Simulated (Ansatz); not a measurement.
**What is wrong with this input? (As2Se)**

Someone meant to compute As2Se with PBE, plane waves and PAW in Ansatz and wrote this input.

```yaml
crystal:
  lattice:
    - [-3.529418, 3.529418, 2.653571]
    - [3.529418, -3.529418, 2.653571]
    - [3.529418, 3.529418, -2.653571]
  atoms:
    - { symbol: As, position: [0.875, 0.125, 0.75] }
    - { symbol: As, position: [0.375, 0.125, 0.25] }
    - { symbol: As, position: [0.875, 0.625, 0.75] }
    - { symbol: As, position: [0.875, 0.125, 0.25] }
    - { symbol: Se, position: [0.5, 0.5, 0.0] }
    - { symbol: Se, position: [0.25, 0.75, 0.5] }
basis:
  ecutwfc: 420
kpoints:
  mp_grid: { grid: [8, 8, 8] }
hamiltonian:
  xc: pbe
scf:
  occupations: { method: fixed }
output:
  forces: true
  stress: true
  eigenvalues: true
```

Command:

```bash
ansatz run input.yaml --threads 1 --pin off --max-ram 2560MiB --backend cpu --events-out ev --progress --plain --runs-dir out
```

Output, shortened (HF is the Harris–Foulkes energy, dr2 the density residual in eV):

```text
Pseudopotential: As, paw, valence charge 15, recommended cutoff 420 eV (normal)
Pseudopotential: Se, paw, valence charge 16, recommended cutoff 420 eV (normal)
Crystal: 6 atoms, lattice volume = 132.220 Å³
Basis set: ecut = 420 eV, 2589 PW (Γ), exchange–correlation on 80×80×80 points (8 copies of the dense FFT grid, shifted against one another)
Bands: 56, of which v1, the nominal top of the filled ones, is band 46 counted from 1 (45 counted from 0)
Symmetry: 16 space group operations
Space group: I41/amd (ITA 141), of the structure as read, at distance tolerance 5.1e-5 Å
k-points: 59 of 512
Initial density: superposition of atomic densities, corrected by the library's trained network
SCF iter   1: HF=-30362.166616 eV  Δρ=1.73e-3  dr2=7.30e-3
SCF iter   2: HF=-30362.164516 eV  Δρ=9.38e-4  dr2=1.95e-3
SCF iter   3: HF=-30362.164278 eV  Δρ=2.97e-4  dr2=2.11e-4
SCF iter   4: HF=-30362.164160 eV  Δρ=1.41e-4  dr2=3.05e-5
SCF iter   5: HF=-30362.164160 eV  Δρ=3.86e-5  dr2=1.96e-6
SCF iter   6: HF=-30362.164162 eV  Δρ=1.44e-5  dr2=4.58e-7
SCF iter   7: F=-30362.164162 eV  HF=-30362.164162 eV  Δρ=5.39e-6  dr2=2.69e-8
SCF 1 converged in 7 iterations: F = -30362.164162 eV  dr2 = 2.69e-8
SCF converged after 7 iterations
Free energy (F): -30362.164162 eV
E sigma→0 (E₀):  -30362.164162 eV
Fermi energy:    10.224218 eV
--- Forces (eV/Å), atoms counted from 1 ---
  atom   1  As    -0.00000000     0.00000000     0.00000000
  atom   2  As    -0.00000000    -0.00000000     0.00000000
  atom   3  As     0.00000000     0.00000000     0.00000000
  atom   4  As     0.00000000     0.00000000     0.00000000
  atom   5  Se     0.00000000     0.00000000     0.00000000
  atom   6  Se     0.00000000    -0.00000000     0.00000000
--- Stress (GPa, compression-positive) ---
       -0.178530      -0.000000       0.000000
       -0.000000      -0.178530      -0.000000
       -0.000000       0.000000       0.508392
  P = ⅓ Tr σ = 0.0504 GPa (0.504 kbar)
```

**Question.** What is the cause?
A. No empty bands beside a smearing
B. An SCF threshold too tight for the iterations allowed
C. Fixed occupations on a metal
D. A functional's name that the program doesn't know
E. An unconverged density accepted at the iteration limit

**Answer.** C. Bands cross the Fermi level, so no fixed count of filled bands holds at every k-point. The cure is a smearing.

Mended input, as a difference:

```diff
 scf:
-  occupations: { method: fixed }
+  occupations: { method: gaussian, width: 0.1 }
```

The mended run converges, with a pressure of -0.08 GPa, no gap. The faulty run's energy lay 8.90 meV per atom higher. The faulty run also carried warnings: band overlap at count; metallic iterate.

Time of the mended run: 77 s on 1 thread of Intel(R) Xeon(R) Processor @ 2.50GHz (Skylake/Cascade Lake), with other jobs on the host, peak memory 0.6 GiB.